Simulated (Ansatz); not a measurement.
YSi₂ (fluorite, space group No. 225) under volume change, DFT-PBEsol in the program Ansatz with PAW potentials, scaled uniformly.

| V (Å³/atom) | E − E(relaxed) (meV/atom) | P (GPa) |
|---|---|---|
| 20.868 | 41.7 | 7.01 |
| 21.556 | (withheld) | (withheld) |
| 22.244 | (withheld) | (withheld) |
| 22.932 | 0.0 | 0.00 |
| 23.620 | 3.8 | -1.71 |
| 24.308 | 14.3 | -3.15 |
| 24.996 | 30.5 | -4.39 |

Complete the blanks.


- 21.556, E − E(relaxed) (meV/atom): 17.5
- 21.556, P (GPa): 4.30
- 22.244, E − E(relaxed) (meV/atom): 4.2
- 22.244, P (GPa): 1.99

What does a third-order Birch–Murnaghan fit give for V₀, B₀ and B′?

V₀ = 22.93 Å³/atom, B₀ = 61.0 GPa, B′ = 4.2.

Space group Fm-3m (fluorite). A made-up cell: these elements were put on the sites of a structure type; neither database checked (COD, Materials Project) lists it. COD files the formula under space group No. 191, so this cell is another polymorph or a model. Its standing as an ambient phase is unchecked. The PBEsol relaxation kept the symmetry of its start. At this level the phase is mechanically unstable. No spin polarisation was allowed.

Potentials: the later of the program's two PAW sets.
